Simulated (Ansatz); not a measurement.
Given:

Hf2S:
```cif
data_Hf4S2
_chemical_formula_sum 'Hf4 S2'
_space_group_name_H-M_alt 'P 1'
_space_group_IT_number 1
_cell_length_a 3.38158
_cell_length_b 3.38158
_cell_length_c 11.73928
_cell_angle_alpha 90.000
_cell_angle_beta 90.000
_cell_angle_gamma 120.000
loop_
_space_group_symop_operation_xyz
  'x, y, z'
loop_
_atom_site_label
_atom_site_type_symbol
_atom_site_fract_x
_atom_site_fract_y
_atom_site_fract_z
_atom_site_occupancy
Hf1 Hf 0.66667 0.33333 0.89960 1
Hf2 Hf 0.33333 0.66667 0.10040 1
Hf3 Hf 0.33333 0.66667 0.39960 1
Hf4 Hf 0.66667 0.33333 0.60040 1
S1 S 0.00000 0.00000 0.75000 1
S2 S 0.00000 0.00000 0.25000 1
```

This is the r²SCAN-relaxed structure.

Task: All from r²SCAN in the plane-wave PAW code Ansatz, unless another level is named. Predict the electronic character.

Result: metallic (no gap).

Task: And the formation energy from the elements (no fitted shifts)?

Result: -1.17 eV/atom.

Task: What about the density of states at the Fermi level?

Result: 0.38 states/eV per atom (mean over ±0.08 eV).

Space group P6_3/mmc. The first step of the workflow began from a Materials Project structure, measured or hypothetical; the Crystallography Open Database copy checked does not list it. Its standing as an ambient phase is unchecked. Symmetry was held in the r²SCAN relaxation; its stability against distortions is not shown here. The run is not spin-polarised. The references are the lowest solids computed at this level, not always the standard phases. Spin–orbit coupling is left out wherever it is not named.

Potentials: the later of the program's two PAW sets.
